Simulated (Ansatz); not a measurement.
Task: Each is relaxed and computed with r²SCAN in the plane-wave PAW code Ansatz. Which is the only one with a gap?
(A) Nb4CoP, P4/mcc (P on 2c, Co on 2a, Nb on 8m)
(B) Cr3NiP4, Pm (Pearson symbol mP8)
(C) EuPAu, P6_3/mmc (P on 2c, Eu on 2a, Au on 2d)
(D) PNO, I2_12_12_1 (P on 4c, N on 4a, O on 4b)

Result: D, PNO, I2_12_12_1 (P on 4c, N on 4a, O on 4b). PNO: gap 5.81 eV (indirect); Cr3NiP4: metal; Nb4CoP: metal; EuPAu: metal. Caveat: open 4f shells can settle in a state that is not the lowest. Spin orders computed, not proven ground states: Cr3NiP4, Pm (Pearson symbol mP8) ferrimagnetic; EuPAu, P6_3/mmc (P on 2c, Eu on 2a, Au on 2d) ferromagnetic. Standing as an ambient phase not checked: PNO, I2_12_12_1 (P on 4c, N on 4a, O on 4b); Cr3NiP4, Pm (Pearson symbol mP8); Nb4CoP, P4/mcc (P on 2c, Co on 2a, Nb on 8m); EuPAu, P6_3/mmc (P on 2c, Eu on 2a, Au on 2d). Began spin-polarised and lost the moments: Nb4CoP, P4/mcc (P on 2c, Co on 2a, Nb on 8m). Perhaps ordered models of mixed-site phases: Cr3NiP4, Pm (Pearson symbol mP8). All cells were relaxed under the symmetry of their starts (and spin orders); stability against distortions was not tested throughout. No Hubbard U is applied. Scalar-relativistic: spin–orbit coupling is off unless named, which matters more the heavier the elements.

Potentials: the later of the program's two PAW sets.
